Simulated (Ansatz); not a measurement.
Sn:
```xyz
2
Lattice="0.0000 3.2704 3.2704 3.2704 0.0000 3.2704 3.2704 3.2704 0.0000" Properties=species:S:1:pos:R:3 pbc="T T T"
Sn     3.2704     3.2704     3.2704
Sn     4.9057     4.9057     4.9057
```

Relaxed with PBEsol. Special points in fractions of this cell's reciprocal vectors: Γ (0.000, 0.000, 0.000); X (0.500, 0.000, 0.500); U (0.625, 0.250, 0.625); K (0.375, 0.375, 0.750); L (0.500, 0.500, 0.500); W (0.500, 0.250, 0.750).

Question: List the band energies nearest the Fermi level at these points for PBEsol in the plane-wave PAW code Ansatz.

Answer: In eV from the Fermi level; about four levels below and three above (degenerate sets whole), none deeper than 8.9 eV; points with the same levels are listed once.

```json
[
 {"k": "Γ", "below": "-0.82", "above": "0.12 0.12 0.12"},
 {"k": "X", "below": "-7.42 -7.42 -2.36 -2.36", "above": "0.81 0.81 7.59 7.59"},
 {"k": "U", "below": "-7.82 -6.95 -3.26 -2.01", "above": "1.09 3.32 5.65"},
 {"k": "L", "below": "-6.20 -1.05 -1.05 -0.08", "above": "3.23 3.23 5.57"},
 {"k": "W", "below": "-7.37 -7.37 -2.93 -2.93", "above": "3.36 3.36 4.00 4.00"}
]
```

Space group Fd-3m (diamond). This is a known low-temperature phase of the composition, computed here at zero pressure and temperature. The PBEsol relaxation kept the symmetry of its start; its stability against distortions is not shown here. Scalar-relativistic: spin–orbit coupling is off unless named, which matters more the heavier the elements.

Potentials: the later of the program's two PAW sets.
